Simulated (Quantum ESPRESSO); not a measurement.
Al6HfZr, input and log of a self-consistent run

Simulated, not a measurement. The program is pw.x of Quantum ESPRESSO 7.5 (plane-wave density functional theory). The cell is made up: eight metal atoms on a hexagonal close-packed lattice, with elements, volume, strain and displacements drawn at random and not relaxed, so it may be unstable or far from any real phase. PseudoDojo standard norm-conserving files set the functional (PBE unless stated); there is no spin polarisation or spin-orbit coupling, the Fermi-Dirac width of 0.25 eV means electrons at about 2900 K, and the masses in the input are unused placeholders. Heavy elements are run without spin-orbit coupling, which real alloys of them have. A spin test at this wide smearing found no moment, but such smearing suppresses magnetism that the real alloy may have.

Input:

```
&control calculation='scf', pseudo_dir='./dojo.nc.sr.pbe.v0_5.standard.upf', outdir='./o', disk_io='minimal', tprnfor=.true., tstress=.true. /
&system ibrav=0, nat=8, ntyp=3, nbnd=31, ecutwfc=84.00895049, nosym=.true., tot_charge=0,
 occupations='smearing', smearing='fd', degauss=0.0183746611
/
&electrons conv_thr=1.470e-08, electron_maxstep=70, mixing_beta=0.5 /
ATOMIC_SPECIES
Al 1.0 Al.upf
Hf 1.0 Hf.upf
Zr 1.0 Zr.upf
CELL_PARAMETERS angstrom
0.0056 0.0409 4.6073
5.5868 -0.0022 0.0069
-2.7953 4.8847 0.0406
ATOMIC_POSITIONS angstrom
Al -0.0468 -0.0881 -0.0276
Al -1.4398 2.4768 -0.0279
Hf 2.7701 -0.0015 0.0452
Al 1.4398 2.3716 -0.0691
Al 0.0209 1.6056 2.2391
Al -1.3327 4.1121 2.322
Zr 2.6573 1.5694 2.3441
Al 1.4272 4.1376 2.3771
K_POINTS automatic
6 6 6 1 1 1
```

The log is shortened where brackets say so; the opening notice, blank lines, dates and the lines on written files are dropped, and the path of the files is cut. It prints rydbergs, bohrs and kilobars, and counts compression as positive stress. Its total energy is the free energy E - TS of the whole cell.

```
     Program PWSCF v.7.5
     Parallel version (MPI & OpenMP), running on       4 processor cores
     Number of MPI processes:                 4
     Threads/MPI process:                     1
     [start-up lines left out]
     bravais-lattice index     =            0
     lattice parameter (alat)  =       8.7069  a.u.
     unit-cell volume          =     848.2245 (a.u.)^3
     number of atoms/cell      =            8
     number of atomic types    =            3
     number of electrons       =        42.00
     number of Kohn-Sham states=           31
     kinetic-energy cutoff     =      84.0090  Ry
     charge density cutoff     =     336.0358  Ry
     scf convergence threshold =      1.5E-08
     mixing beta               =       0.5000
     number of iterations used =            8  plain     mixing
     Exchange-correlation= PBE
                           (   1   4   3   4   0   0   0)
     [axes and pseudopotential details left out]
   Cartesian axes
     site n.     atom                  positions (alat units)
         1        Al     tau(   1) = (  -0.0101574  -0.0191211  -0.0059903  )
         2        Al     tau(   2) = (  -0.3124915   0.5375601  -0.0060554  )
         3        Hf     tau(   3) = (   0.6012174  -0.0003256   0.0098101  )
         4        Al     tau(   4) = (   0.3124915   0.5147277  -0.0149973  )
         5        Al     tau(   5) = (   0.0045361   0.3484765   0.4859701  )
         6        Al     tau(   6) = (  -0.2892467   0.8924826   0.5039626  )
         7        Zr     tau(   7) = (   0.5767355   0.3406197   0.5087591  )
         8        Al     tau(   8) = (   0.3097568   0.8980170   0.5159214  )
     number of k points=   108  Fermi-Dirac smearing, width (Ry)=  0.0184
     Number of k-points >= 100: set verbosity='high' to print them.
     Dense  grid:    88205 G-vectors     FFT dimensions: (  54,  64,  64)
     Estimated max dynamical RAM per process >     261.63 MB
     Estimated total dynamical RAM >     981.90 MB
     Initial potential from superposition of free atoms
     starting charge      41.9811, renormalised to      42.0000
     Starting wfcs are   44 randomized atomic wfcs
     total cpu time spent up to now is        8.5 secs
     per-process dynamical memory:   217.2 Mb
     Self-consistent Calculation
     iteration #  1     ecut=    84.01 Ry     beta= 0.50
     Davidson diagonalization with overlap
     ethr =  1.00E-02,  avg # of iterations =  3.5
     total cpu time spent up to now is       25.9 secs
     total energy              =    -241.67423802 Ry
     estimated scf accuracy    <       0.49858970 Ry
     iteration #  2     ecut=    84.01 Ry     beta= 0.50
     Davidson diagonalization with overlap
     ethr =  1.19E-03,  avg # of iterations =  4.6
     total cpu time spent up to now is       44.7 secs
     total energy              =    -241.77270929 Ry
     estimated scf accuracy    <       1.07017177 Ry
     iteration #  3     ecut=    84.01 Ry     beta= 0.50
     Davidson diagonalization with overlap
     ethr =  1.19E-03,  avg # of iterations =  2.0
     total cpu time spent up to now is       58.6 secs
     total energy              =    -241.89851343 Ry
     estimated scf accuracy    <       0.01933737 Ry
     iteration #  4     ecut=    84.01 Ry     beta= 0.50
     Davidson diagonalization with overlap
     ethr =  4.60E-05,  avg # of iterations =  7.6
     total cpu time spent up to now is       81.9 secs
     total energy              =    -241.90761167 Ry
     estimated scf accuracy    <       0.01995533 Ry
     iteration #  5     ecut=    84.01 Ry     beta= 0.50
     Davidson diagonalization with overlap
     ethr =  4.60E-05,  avg # of iterations =  1.0
     total cpu time spent up to now is       93.7 secs
     total energy              =    -241.90803332 Ry
     estimated scf accuracy    <       0.00299305 Ry
     [iterations 6 to 7 left out]
     iteration #  8     ecut=    84.01 Ry     beta= 0.50
     Davidson diagonalization with overlap
     ethr =  6.00E-07,  avg # of iterations =  1.7
     total cpu time spent up to now is      143.1 secs
     total energy              =    -241.90847824 Ry
     estimated scf accuracy    <       0.00000966 Ry
     iteration #  9     ecut=    84.01 Ry     beta= 0.50
     Davidson diagonalization with overlap
     ethr =  2.30E-08,  avg # of iterations =  4.6
     total cpu time spent up to now is      159.7 secs
     total energy              =    -241.90848187 Ry
     estimated scf accuracy    <       0.00000261 Ry
     iteration # 10     ecut=    84.01 Ry     beta= 0.50
     Davidson diagonalization with overlap
     ethr =  6.21E-09,  avg # of iterations =  2.0
     total cpu time spent up to now is      173.5 secs
     total energy              =    -241.90848224 Ry
     estimated scf accuracy    <       0.00000005 Ry
     iteration # 11     ecut=    84.01 Ry     beta= 0.50
     Davidson diagonalization with overlap
     ethr =  1.17E-10,  avg # of iterations =  4.9
     total cpu time spent up to now is      193.1 secs
     total energy              =    -241.90848228 Ry
     estimated scf accuracy    <       0.00000004 Ry
     iteration # 12     ecut=    84.01 Ry     beta= 0.50
     Davidson diagonalization with overlap
     ethr =  1.04E-10,  avg # of iterations =  1.1
     total cpu time spent up to now is      206.1 secs
     End of self-consistent calculation
     [lines on levels left out]
!    total energy              =    -241.90848227 Ry
     estimated scf accuracy    <          8.0E-09 Ry
     smearing contrib. (-TS)   =      -0.06396608 Ry
     internal energy E=F+TS    =    -241.84451619 Ry
     The total energy is F=E-TS. E is the sum of the following terms:
     one-electron contribution =     -68.13774121 Ry
     hartree contribution      =      52.35194185 Ry
     xc contribution           =     -62.40338038 Ry
     ewald contribution        =    -163.65533645 Ry
     convergence has been achieved in  12 iterations
     Forces acting on atoms (cartesian axes, Ry/au):
     atom    1 type  1   force =     0.01391078    0.01215892    0.00164581
     atom    2 type  1   force =     0.02494583   -0.00322120    0.00632706
     atom    3 type  2   force =     0.02157811   -0.02055400   -0.01045086
     atom    4 type  1   force =    -0.05383137    0.03998091    0.02617863
     atom    5 type  1   force =    -0.04573335    0.01703449   -0.00393896
     atom    6 type  1   force =    -0.04782254   -0.06270083    0.01343340
     atom    7 type  3   force =     0.08006841    0.04839177   -0.02863627
     atom    8 type  1   force =     0.00688414   -0.03109005   -0.00455881
     Total force =     0.163093     Total SCF correction =     0.000098
     Computing stress (Cartesian axis) and pressure
          total   stress  (Ry/bohr**3)                   (kbar)     P=      189.32
   0.00103181  -0.00001791  -0.00006036          151.78       -2.64       -8.88
  -0.00001791   0.00114073   0.00003042           -2.64      167.81        4.48
  -0.00006036   0.00003042   0.00168837           -8.88        4.48      248.37
     init_run     :      6.85s CPU      7.20s WALL (       1 calls)
     electrons    :    196.96s CPU    197.61s WALL (       1 calls)
     forces       :      3.03s CPU      3.05s WALL (       1 calls)
     stress       :     11.84s CPU     11.86s WALL (       1 calls)
     [timing details left out]
     PWSCF        :   3m40.04s CPU   3m41.09s WALL
     JOB DONE.
```

In other units: free energy -3291.333 eV for the cell, pressure 18.93 GPa, largest force component 2.059 eV/Å in size. The run took 223 s of wall time with four MPI processes on a shared machine (Intel Xeon, 2023 or later, virtual cores), so the time is rough. A rerun of this cell at a higher cutoff and on a denser mesh moved values by no more than 0.008 eV in energy, 0.13 GPa in stress and 0.010 eV/Å in force, and a second program with other atomic files agreed on that cell to 2 % rms in force and 0.5 GPa in pressure.